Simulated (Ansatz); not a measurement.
## BP: computed property card

BP:
```
BP
1.0
    5.57582     0.00000     0.00000
    0.00000     5.57582     0.00000
    0.00000     0.00000     5.57582
B P
6 6
Cartesian
  1.39395   2.78791   0.00000
  4.18186   2.78791   0.00000
  0.00000   1.39395   2.78791
  0.00000   4.18186   2.78791
  2.78791   0.00000   1.39395
  2.78791   0.00000   4.18186
  2.78791   1.39395   0.00000
  2.78791   4.18186   0.00000
  0.00000   2.78791   1.39395
  0.00000   2.78791   4.18186
  1.39395   0.00000   2.78791
  4.18186   0.00000   2.78791
```

Space group Pm-3n (No. 223); conventional cell a = 5.5758 Å, b = 5.5758 Å, c = 5.5758 Å, α = 90.00°, β = 90.00°, γ = 90.00°.

Method: r²SCAN (plane waves, PAW; program Ansatz). Geometry: relaxed at this level of theory. Other levels are named where they apply.

Cell and energy:

| Property | Result |
|---|---|
| Volume per atom | 14.45 Å³ |
| Density | 2.40 g/cm³ |
| Formation energy from the elements (no fitted shifts) | -0.14 eV/atom |

Electronic structure:

| Quantity | Value |
|---|---|
| Band gap | 0.64 eV (indirect) |
| Valence-band maximum | at Γ |
| Conduction-band minimum | on the Γ–X line, 86 % of the way from Γ (6 equivalent valleys) |
| Smallest direct gap on the standard path | 1.11 eV |
| Electron effective mass | 0.33, 0.33, 0.58 mₑ (principal values) |
| Hole effective mass, band 1 of 3 at the edge | 1.3 along [100], 1.3 along [110], 0.50 along [111] (mₑ) |
| Hole effective mass, band 2 of 3 at the edge | 1.3 along [100], 0.39 along [110], 0.50 along [111] (mₑ) |
| Hole effective mass, band 3 of 3 at the edge | 0.17 along [100], 0.24 along [110], 0.29 along [111] (mₑ) |
| HSE06 gap on the r²SCAN cell | 1.30 eV |

Mechanics:

| Property | Result |
|---|---|
| Bulk modulus (Birch–Murnaghan fit) | 127 GPa |
| Pressure derivative B′ | 3.7 |
| Elastic constants (relaxed ions, GPa) | C11 = 271, C12 = 55.9, C44 = 94.2 |
| Mechanical stability | stable (all eigenvalues of C positive) |
| Hill bulk and shear moduli | 127 and 99.3 GPa |
| Young's modulus | 236 GPa |
| Poisson's ratio | 0.19 |
| Debye temperature from the elastic constants | 867 K |

Charges:

| Quantity | Result |
|---|---|
| Bader charges | B +0.56, P -0.56 e |

The start of the workflow was typed in or built on a structure type; neither database checked (COD, Materials Project) lists it. It is not the phase usual at ambient conditions (space group No. 216). The cell was relaxed with r²SCAN under the symmetry of its start; whether a distortion lowers the energy is not shown. The references are the lowest solids computed at this level, not always the standard phases.

Potentials: the earlier of the program's two PAW sets.
